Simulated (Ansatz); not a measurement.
Values for one crystal, relaxed and computed with plane-wave PAW r²SCAN (Ansatz code); other levels are named.

```yaml
volume_per_atom: 21.93 Å³
band_gap: 1.95 eV (indirect)
Bulk modulus (Birch–Murnaghan fit): 35.9 GPa
hole_effective_mass: 0.45, 3.5, 3.5 mₑ (principal values)
Hole effective mass with spin–orbit coupling: 0.45, 3.5, 3.5 mₑ (principal values)
HSE06 gap on the r²SCAN cell: 2.59 eV
Formation energy from the elements (no fitted shifts): -811 meV/atom
```

**Question.** Which compound is it?
(A) Ga2S3, Imm2 (Ga on 4d, S on 4d, S on 2a)
(B) MgS, rock salt
(C) GaN, zinc blende
(D) PbS, rock salt

**Answer.** A, Ga2S3, Imm2 (Ga on 4d, S on 4d, S on 2a)

The first step of the workflow began from a Materials Project structure, measured or hypothetical; the Crystallography Open Database copy checked does not list it. COD files the formula under space group No. 9. Whether it is the stable phase at ambient conditions was not checked. The r²SCAN relaxation kept the symmetry of its start; whether a distortion lowers the energy is not shown. The references are the lowest solids computed at this level, not always the standard phases. Scalar-relativistic: spin–orbit coupling is off unless named, which matters more the heavier the elements.

Potentials: the later of the program's two PAW sets.
